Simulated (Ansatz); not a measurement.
# Equation of state of rhenium, fcc

These are results of DFT, PBEsol, plane waves (420 eV) with PAW, scalar-relativistic in Ansatz, not measurements. The PAW files were generated under PBE, with cores re-solved for the functional.

The cell is scaled uniformly from the relaxed one, with fractional coordinates and shape fixed. Energies are extrapolated to zero smearing, pressures are those at the given smearing. Magnetic state: spin not included.

| V (Å³/atom) | E − E₀ (meV/atom) | P (GPa) |
| --- | --- | --- |
| 12.854 | 321.5 | 65.94 |
| 13.438 | 131.8 | 39.14 |
| 14.022 | 30.1 | 17.47 |
| 14.606 | -0.2 | 0.00 |
| 15.191 | 27.1 | -14.05 |
| 15.775 | 100.4 | -25.29 |
| 16.359 | 210.5 | -34.26 |

Question: Fit a third-order Birch-Murnaghan equation.

Answer: V₀ = 14.60 Å³/atom, B₀ = 391 GPa, B₀′ = 4.4.
